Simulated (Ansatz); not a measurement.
Values for one crystal, relaxed and computed with LDA (plane waves, PAW; program Ansatz); other levels are named.

| Property | Value |
|---|---|
| Volume per atom | 11.10 Å³ |
| Electronic character | metallic (no gap) |
| Hill bulk and shear moduli | 323 and 151 GPa |
| Formation energy from the elements (no fitted shifts) | -0.25 eV/atom |
| Poisson's ratio | 0.30 |
| Mechanical stability | stable (all eigenvalues of C positive) |
| Pressure derivative B′ | 4.1 |

Which compound is it?
(A) PbSe, P-6m2 (Pb on 1a, Se on 1f)
(B) TaS2, CdI2 type
(C) TaS2, R3m (Ta on 3a, S on 3a, S on 3a)
(D) TaC, P-6m2 (Ta on 1e, C on 1b)

D, TaC, P-6m2 (Ta on 1e, C on 1b)

The first step of the workflow began from a Materials Project structure, measured or hypothetical; the Crystallography Open Database copy checked does not list it. It is not the phase usual at ambient conditions (space group No. 225). The LDA relaxation kept the symmetry of its start; of distortions, only those at the zone centre were tested. No spin polarisation was allowed. As this level gives no gap, shear constants depend on the k-mesh and smearing (Fermi–Dirac, 0.1 eV here). On the denser mesh and wider smearing of the elastic run this cell carries a stress of 0.3 GPa. The references are the lowest solids computed at this level, not always the standard phases. Spin–orbit coupling is left out wherever it is not named.

Potentials: the later of the program's two PAW sets.
